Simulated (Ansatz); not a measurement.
From the elastic tensor of Al₂Ru to moduli and sound speeds

Computed with Ansatz 0.2.0, DFT LDA, scalar-relativistic, plane waves, PAW. Settings: 420 eV plane-wave cutoff, Γ-centred 10×10×10 mesh, Gaussian smearing of 0.01 eV. No spin polarisation.

The structure is orthorhombic, space group Fddd (No. 70). The conventional cell has a = 4.665 Å, b = 7.916 Å, c = 8.702 Å, α = 90.00°, β = 90.00°, γ = 90.00°. Al (site symmetry 2) has 5 Ru at 2.55 to 2.70 Å and 5 Al at 2.57 to 2.71 Å as nearest neighbours. Ru (site symmetry 222) is surrounded by 10 Al at 2.55 to 2.70 Å.

Relaxed-ion constants (GPa, on the Cartesian axes of the calculation):
```
370.9  80.2 115.3   0.0   0.0   0.0
 80.2 348.6  94.0   0.0   0.0   0.0
115.3  94.0 406.7   0.0   0.0   0.0
  0.0   0.0   0.0  75.4   0.0   0.0
  0.0   0.0   0.0   0.0 127.9   0.0
  0.0   0.0   0.0   0.0   0.0 106.2
```

Density 6.410 g/cm³; 6 atoms in 80.32 Å³.

The values that follow are for a polycrystal of randomly turned grains, by Hill's mean where one number stands.

With S = C⁻¹: B_V = (C11+C22+C33+2(C12+C13+C23))/9, G_V = (C11+C22+C33−C12−C13−C23+3(C44+C55+C66))/15, 1/B_R = S11+S22+S33+2(S12+S13+S23), 15/G_R = 4(S11+S22+S33−S12−S13−S23)+3(S44+S55+S66); Hill is their mean. Then v_l = √((B+4G/3)/ρ), v_t = √(G/ρ), v_m = [(2/v_t³+1/v_l³)/3]^(−1/3) and Θ = (ħ/k_B)·v_m·(6π²n/V)^(1/3) for n atoms in the volume V; E = 9BG/(3B+G), ν = (3B−2G)/(2(3B+G)) and A^U = 5G_V/G_R + B_V/B_R − 6.

```
Bulk modulus, Voigt / Reuss / Hill          : 189.5 / 187.8 / 188.6 GPa
Shear modulus, Voigt / Reuss / Hill         : 117.7 / 111.3 / 114.5 GPa
Young's modulus                             : 286 GPa
Poisson ratio                               : 0.248
Pugh ratio B/G                              : 1.65
Universal anisotropy index                  : 0.29
Longitudinal and transverse sound speeds    : 7297 and 4227 m/s
Debye temperature from the mean sound speed : 588 K
```

Whether Al2Ru exists in this form wasn't checked.